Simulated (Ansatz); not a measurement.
Relaxed-ion elastic tensor of MoPd (rock salt, Fm-3m) in GPa (Voigt order), r²SCAN in the plane-wave PAW code Ansatz; density 9.66 g/cm³, 17.40 Å³ per atom.

```
 277   137   137   0.0   0.0   0.0
 137   277   137   0.0   0.0   0.0
 137   137   277   0.0   0.0   0.0
 0.0   0.0   0.0  -6.4   0.0   0.0
 0.0   0.0   0.0   0.0  -6.4   0.0
 0.0   0.0   0.0   0.0   0.0  -6.4
```

**Question.** Is the crystal mechanically stable?

**Answer.** No: the smallest eigenvalue of C is -6.4 GPa.

The start of the workflow was typed in or built on a structure type; neither database checked (COD, Materials Project) lists it. Its standing as an ambient phase is unchecked. The r²SCAN relaxation kept the symmetry of its start. At this level the phase is mechanically unstable. The run is not spin-polarised. The volume moved by 15 % from the start of the relaxation. Its formation energy is positive at this level, so the cell may be metastable or incomplete. As this level gives no gap, shear constants depend on the k-mesh and smearing (Fermi–Dirac, 0.1 eV here).

Potentials: the later of the program's two PAW sets.
